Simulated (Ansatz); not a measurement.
MoSeS in space group P-3m1 (No. 164; Mo on 2c, Se on 2d, S on 2d), the program Ansatz at the r²SCAN+D4 level (PAW). The conduction-band minimum lies on the K–Γ line, 45 % of the way from K, with 6 equivalent valleys. Second derivatives d²E/dk² of the lowest band at one valley (eV·Å²), along Cartesian directions:

| direction | d²E/dk² |
|---|---|
| [100] | 9.350 |
| [010] | 11.14 |
| [001] | 12.88 |
| [110] | 11.80 |
| [101] | 10.57 |
| [011] | 12.34 |

Find the principal effective masses, the density-of-states mass and the conductivity mass.

Off-diagonal terms follow from H_xy = H[110] − (H_xx + H_yy)/2, and m*/mₑ = 7.620 eV·Å² over each eigenvalue: 0.59, 0.63, 0.91. One valley's DOS mass (m₁m₂m₃)^(1/3) = 0.70, conductivity mass 3/(Σ 1/mᵢ) = 0.69 mₑ.

What effective density of states Nc follows at 300 K for parabolic valleys?

Nc = 2.509e19 × 6 × (0.70)^(3/2) ≈ 8.8e19 cm⁻³.

With the computed static dielectric constant 12.4 (mean of the diagonal), estimate a hydrogenic donor's binding energy and radius.

E = 13.606 eV × 0.69/12.4² ≈ 61 meV; a = 0.529 Å × ε/m* ≈ 9.5 Å. Semilocal masses tend to be too small when the gap is underestimated.

The workflow started from a Materials Project entry (that database holds measured and hypothetical structures alike); the Crystallography Open Database copy checked does not list it. Its standing as an ambient phase is unchecked. Symmetry was held in the r²SCAN+D4 relaxation; its stability against distortions is not shown here. No spin polarisation was allowed. Spin–orbit coupling is left out wherever it is not named.

Potentials: the later of the program's two PAW sets.
